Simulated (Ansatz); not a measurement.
MgS (rock salt, space group No. 225) under volume change, PBEsol (plane waves, PAW; program Ansatz), scaled uniformly.

```
V (Å³/atom)  E − E(relaxed) (meV/atom)  P (GPa)
-----------  -------------------------  -------
15.829                            40.3     8.92
16.351                            16.9     5.48
16.872                             4.0     2.53
17.394                             0.0     0.00
17.916                             3.6    -2.17
18.438                            13.8    -4.04
18.960                            29.7    -5.65
```

Problem. What does a third-order Birch–Murnaghan fit give for V₀, B₀ and B′?

Solution. V₀ = 17.39 Å³/atom, B₀ = 78.1 GPa, B′ = 4.1.

Space group Fm-3m (rock salt). Symmetry was held in the PBEsol relaxation; phonons on a q-mesh show no instability.

Potentials: the later of the program's two PAW sets.
